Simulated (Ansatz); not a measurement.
## YSO4F — ¹⁷O NMR of the central transition

Cell: a computed structure from the Materials Project (it need not be an observed phase), taken as it stands.

Space group Pnma (No. 62); a = 8.4121, b = 7.0028, c = 6.4518 Å.

| site | Wyckoff | site symmetry | x | y | z |
| --- | --- | --- | --- | --- | --- |
| Y | 4c | .m. | 0.5543 | 0.7500 | 0.6521 |
| S | 4c | .m. | 0.4073 | 0.7500 | 0.1858 |
| O9 | 4c | .m. | 0.5198 | 0.7500 | 0.0124 |
| O13 | 4c | .m. | 0.7416 | 0.7500 | 0.3821 |
| O17 | 8d | 1 | 0.4387 | 0.9181 | 0.3263 |
| F | 4c | .m. | 0.2944 | 0.7500 | 0.7017 |

One atom of each set is listed.

All values are calculated (Ansatz; DFT, PBE, plane waves and PAW, scalar-relativistic, 420 eV cutoff, Γ-centred 3×3×4 k-points, Fermi–Dirac smearing 0.02 eV), not measured.

¹⁷O has I = 5/2 and Q = -25.58 mb (Pyykkö 2018); at 14.1 T its Larmor frequency is ν₀ = 81.4 MHz. Only the quadrupole interaction is simulated: positions count from each site's isotropic chemical shift, and J coupling is left out, as are shift anisotropy and dipolar coupling, which fast spinning averages.

Problem. Give C_Q, η, the quadrupolar product P_Q = |C_Q|(1 + η²/3)^½, the second-order isotropic shift and the breadth of the pattern (fast magic-angle spinning) for each O site.

Solution. 

```json
{"site": "O9", "first shell": "1 S at 1.47 Å; also 1 Y at 2.34 Å", "C_Q (MHz)": "-8.41", "η": "0.14", "P_Q (MHz)": "8.44", "δ_QIS (ppm)": "-64.4", "breadth (kHz)": "11.7"}
{"site": "O13", "first shell": "1 S at 1.46 Å; also 1 Y at 2.35 Å", "C_Q (MHz)": "-8.38", "η": "0.14", "P_Q (MHz)": "8.41", "δ_QIS (ppm)": "-64.0", "breadth (kHz)": "11.6"}
{"site": "O17", "first shell": "1 S at 1.51 Å; also 2 Y at 2.33–2.60 Å", "C_Q (MHz)": "-8.63", "η": "0.26", "P_Q (MHz)": "8.73", "δ_QIS (ppm)": "-68.9", "breadth (kHz)": "12.8"}
```

δ_QIS = −(ν_Q²/30ν₀²)[I(I+1) − 3/4](1 + η²/3) × 10⁶ ppm with ν_Q = 3|C_Q|/[2I(2I−1)]; it falls as 1/B₀² in ppm, and the breadth as 1/B₀ in kHz.

At O9, O13 and O17 V_zz points along its bond to S (within 3°) in each case.

The largest force is 0.3 eV/Å, so the atoms aren't at the calculated equilibrium and relaxing them would move these values.
